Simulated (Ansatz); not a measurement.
Born–Oppenheimer molecular dynamics of a 21-atom Ba$_{5}$Na$_{4}$Al$_{2}$O$_{10}$ cell at 16.05 Å³/atom, computed with Ansatz: Langevin thermostat at 300 K, 250 steps of 2.0 fs, friction 0.03 1/fs. The run is short and the cell small, so it isn't an equilibrium average.

```yaml
crystal:
  lattice:
    - [6.932709, -0.07655, 0.067143]
    - [-0.07655, 7.214338, -0.055453]
    - [0.067143, -0.055453, 6.738931]
  atoms:
    - { symbol: Ba, position: [0.7079516343, 0.8888208022, 0.2299213532] }
    - { symbol: Ba, position: [0.4206315177, 0.6892868478, 0.8598538789] }
    - { symbol: Ba, position: [0.9516203505, 0.6495084645, 0.7904688509] }
    - { symbol: Ba, position: [0.496963478, 0.1157498444, 0.6578375068] }
    - { symbol: Ba, position: [0.9937985985, 0.1172567546, 0.6765734916] }
    - { symbol: O, position: [0.2310474934, 0.1241258639, 0.4085018249] }
    - { symbol: O, position: [0.6461662909, 0.4175883314, 0.8279345451] }
    - { symbol: O, position: [0.0903636009, 0.4721921031, 0.5311468529] }
    - { symbol: O, position: [0.4735679537, 0.5483108308, 0.2841412233] }
    - { symbol: O, position: [0.2210345203, 0.8042100839, 0.5769675253] }
    - { symbol: O, position: [0.6709034411, 0.8031010654, 0.6008186516] }
    - { symbol: O, position: [0.7393560806, 0.2113879735, 0.3637960765] }
    - { symbol: O, position: [0.4186144038, 0.991915293, 0.0221493146] }
    - { symbol: O, position: [0.1158717547, 0.6992995379, 0.1958538314] }
    - { symbol: O, position: [0.9885691668, 0.0319894679, 0.0646708389] }
    - { symbol: Al, position: [0.1919389849, 0.9473139193, 0.1849385382] }
    - { symbol: Al, position: [0.269669818, 0.6185815549, 0.3882786343] }
    - { symbol: Na, position: [0.7412218351, 0.4318277478, 0.1248879152] }
    - { symbol: Na, position: [0.0473690247, 0.3128229382, 0.2378557766] }
    - { symbol: Na, position: [0.4503892182, 0.3077243742, 0.1041193723] }
    - { symbol: Na, position: [0.6598521972, 0.4758553336, 0.503119101] }
  symmetry: { detect: false }
basis:
  ecutwfc: 420
  xc_grid: 1
kpoints:
  mp_grid: { grid: [1, 1, 1], shift: [0.0, 0.0, 0.0] }
hamiltonian:
  xc: pbe
scf:
  occupations: { method: fermi_dirac, width: 0.05 }
  lower_state_search: "off"
  convergence: { dr2_threshold: 1.0e-05 }
output:
  forces: true
  stress: true
md:
  timestep: 2.0
  n_steps: 250
  ensemble: nvt_langevin
  friction: 0.03
  temperature: 300.0
  initial_velocities: maxwell_boltzmann
  seed: 87754
```

```bash
ansatz run input.yaml --threads 2 --pin off --max-ram 5120MiB --backend cpu --events-out ev --progress --plain --runs-dir out
```

Method: DFT PBE, scalar-relativistic, plane waves, PAW in Ansatz 0.2.0.

5 frames, positions in Å (not wrapped into the cell) and forces in eV/Å:

```xyz
21
Lattice="6.933 -0.077 0.067 -0.077 7.214 -0.055 0.067 -0.055 6.739" Properties=species:S:1:pos:R:3:forces:R:3 pbc="T T T" time_fs=0.0 temperature_K=286 free_energy_over_first_frame_eV=0.000
Ba    4.855    6.345    1.548    0.260    0.850    0.880
Ba    2.921    4.893    5.785    0.030   -0.850   -1.110
Ba    6.601    4.569    5.355   -0.450    0.790   -0.880
Ba    3.481    0.761    4.460   -0.330   -0.120   -1.290
Ba    6.926    0.732    4.620   -0.340    0.280   -1.050
O     1.620    0.855    2.761    0.320   -1.150   -2.460
O     4.503    2.917    5.600    0.270   -0.190    0.330
O     0.626    3.370    3.559    0.820   -0.700   -0.050
O     3.260    3.904    1.916    1.050    0.270   -1.410
O     1.510    5.753    3.858    0.750   -0.390    0.350
O     4.630    5.709    4.049    0.890    0.150    1.040
O     5.134    1.448    2.490   -0.100   -0.340    0.470
O     2.828    7.123    0.122   -1.340    0.040    1.200
O     0.763    5.025    1.289    0.530    0.380   -0.940
O     6.855    0.152    0.500    0.880    0.210   -1.180
Al    1.271    6.809    1.207    0.400    1.750    0.790
Al    1.848    4.420    2.600   -4.220    1.090    2.830
Na    5.114    3.052    0.867    0.550   -0.090    0.650
Na    0.320    2.240    1.589   -0.140   -0.540    0.790
Na    3.106    2.180    0.715   -0.610   -1.680    0.340
Na    4.572    3.355    3.408    0.770    0.230    0.690
21
Lattice="6.933 -0.077 0.067 -0.077 7.214 -0.055 0.067 -0.055 6.739" Properties=species:S:1:pos:R:3:forces:R:3 pbc="T T T" time_fs=124.0 temperature_K=270 free_energy_over_first_frame_eV=-2.400
Ba    4.968    6.363    1.695   -0.290    0.770   -0.370
Ba    2.979    4.718    5.724    0.350   -0.460    0.800
Ba    6.624    4.635    5.443   -0.500   -0.190    0.130
Ba    3.307    0.798    4.469    0.010   -0.020    0.030
Ba    6.838    0.717    4.407    0.110    0.350    0.050
O     1.806    0.558    2.418   -0.460   -0.070    0.310
O     4.561    2.840    5.723    0.600    0.080    0.010
O     0.932    3.101    3.614   -0.270    0.000    0.150
O     3.125    4.129    1.880    0.330    0.110    0.270
O     1.489    5.623    4.083    0.000    0.910   -0.280
O     4.878    5.850    4.200    0.090   -0.310    0.120
O     5.138    1.471    2.595   -0.360    0.250   -0.120
O     2.915    7.048    0.009   -0.040   -0.540    0.640
O     0.652    5.108    1.271   -0.150    0.770   -0.020
O     7.136    0.408    0.041    0.220   -1.000    1.010
Al    1.377    6.876    0.931   -0.140   -0.310   -0.860
Al    1.606    4.495    2.762    0.150   -0.220   -1.560
Na    5.152    3.365    1.162    0.030   -0.580   -0.680
Na    0.259    1.968    1.649    0.160    0.470    0.010
Na    3.193    1.854    1.249    0.060    0.060   -0.290
Na    4.532    3.488    3.483    0.120   -0.090    0.640
21
Lattice="6.933 -0.077 0.067 -0.077 7.214 -0.055 0.067 -0.055 6.739" Properties=species:S:1:pos:R:3:forces:R:3 pbc="T T T" time_fs=250.0 temperature_K=290 free_energy_over_first_frame_eV=-2.633
Ba    4.950    6.517    1.629    0.220   -0.130    0.640
Ba    2.926    4.652    5.925    0.270   -1.060   -0.280
Ba    6.592    4.672    5.530    0.130   -0.040   -0.320
Ba    3.145    0.602    4.563    0.220    0.340   -0.940
Ba    6.714    0.841    4.556   -0.500    0.330   -0.720
O     1.383    0.662    2.472    0.930   -0.530   -0.200
O     4.696    2.739    5.780   -0.240   -0.020    0.000
O     0.856    3.125    3.704    0.100    0.510    0.330
O     3.142    4.062    1.980   -0.450    0.120   -0.340
O     1.548    5.719    4.048    0.280   -0.030    0.830
O     4.846    5.733    4.379   -0.520    0.500    0.070
O     4.993    1.551    2.670   -0.300   -0.670   -0.190
O     2.770    6.871    0.278    1.460    0.440   -0.840
O     0.559    5.126    1.435    0.120   -0.250   -0.520
O     6.972    0.138    0.110   -0.090   -0.050    0.220
Al    1.244    6.810    1.022   -1.680    0.080    1.710
Al    1.589    4.482    2.808    0.360   -0.170   -0.520
Na    5.044    3.118    1.100   -0.030    0.370    0.320
Na    0.216    2.171    1.649   -0.100    0.120    0.160
Na    3.105    1.777    1.129   -0.300    0.150    0.620
Na    4.486    3.491    3.645    0.110   -0.030   -0.040
21
Lattice="6.933 -0.077 0.067 -0.077 7.214 -0.055 0.067 -0.055 6.739" Properties=species:S:1:pos:R:3:forces:R:3 pbc="T T T" time_fs=376.0 temperature_K=264 free_energy_over_first_frame_eV=-2.591
Ba    4.952    6.477    1.747   -0.070   -0.020    0.110
Ba    2.938    4.482    6.090    0.370   -0.290   -0.110
Ba    6.587    4.718    5.567    0.740   -0.470    0.160
Ba    3.128    0.548    4.482   -0.160    0.210    0.250
Ba    6.593    0.827    4.694   -0.010    0.810   -0.410
O     1.313    0.584    2.579    0.840    0.070    0.910
O     4.929    2.739    5.707   -0.510    0.100    0.200
O     0.720    3.164    3.743    0.200    0.500    0.710
O     2.976    3.841    2.031    1.330    0.120   -0.730
O     1.791    5.570    4.244    0.180    0.520    0.410
O     4.895    5.766    4.490   -0.820    0.660   -0.590
O     4.973    1.518    2.673   -0.380   -0.670    0.140
O     2.709    6.810    0.339    0.210    0.240   -0.110
O     0.506    5.149    1.632    0.020   -0.240   -0.600
O     6.909    0.221    0.302   -1.370    0.390   -0.970
Al    1.098    6.808    1.126    1.690   -0.790    0.980
Al    1.649    4.468    2.923   -1.640   -0.490   -0.280
Na    5.055    2.977    1.072   -0.120    0.160   -0.010
Na    0.204    2.246    1.864    0.070   -0.260   -0.190
Na    3.024    1.720    1.454   -0.470   -0.380    0.130
Na    4.660    3.567    3.612   -0.100   -0.170    0.030
21
Lattice="6.933 -0.077 0.067 -0.077 7.214 -0.055 0.067 -0.055 6.739" Properties=species:S:1:pos:R:3:forces:R:3 pbc="T T T" time_fs=500.0 temperature_K=313 free_energy_over_first_frame_eV=-2.616
Ba    4.958    6.372    1.756   -0.110    0.330    0.410
Ba    2.960    4.462    6.037   -0.300    0.530   -0.080
Ba    6.488    4.661    5.644    0.900    0.960   -0.240
Ba    3.197    0.626    4.621   -0.100   -0.690   -0.010
Ba    6.628    0.953    4.748   -0.110   -0.520   -0.220
O     1.434    0.464    2.734    0.160   -0.240   -1.040
O     4.800    2.720    5.839    0.050   -0.190   -0.070
O     0.445    3.179    3.599    0.120    0.780    0.020
O     3.015    3.860    2.071   -0.220    0.670    0.370
O     1.613    5.547    4.318   -0.310   -1.040   -0.810
O     4.729    5.749    4.397    0.240    0.250    0.120
O     4.991    1.440    2.654   -0.540   -0.860    0.770
O     2.872    6.978    0.249   -0.270   -0.270    0.660
O     0.656    5.056    1.312    0.090    0.340    0.360
O     7.009    0.126    0.320   -1.080    0.890   -0.800
Al    1.303    6.814    1.094    0.520   -0.890    1.230
Al    1.452    4.447    2.826    1.030    0.140    0.800
Na    5.005    2.995    1.237   -0.370    0.300   -0.410
Na    0.094    1.974    1.813    0.290   -0.260   -0.220
Na    2.876    1.765    1.673    0.420   -0.230   -0.120
Na    4.793    3.468    3.750   -0.400   -0.030   -0.720
```

Over the second half the temperature averages 270 K and the pressure (kinetic part included, positive in compression) 7.9 GPa. Mean square displacements at the end: Al 0.12 Å², Ba 0.08 Å², Na 0.23 Å², O 0.09 Å² (from the start of this run, the atoms' common shift taken off).

One k point is coarse for so small a cell, so forces and above all the pressure are rough.

The run took 4.8 min on 2 threads of Arm Neoverse V1, with other jobs on the host, peak memory 0.43 GiB.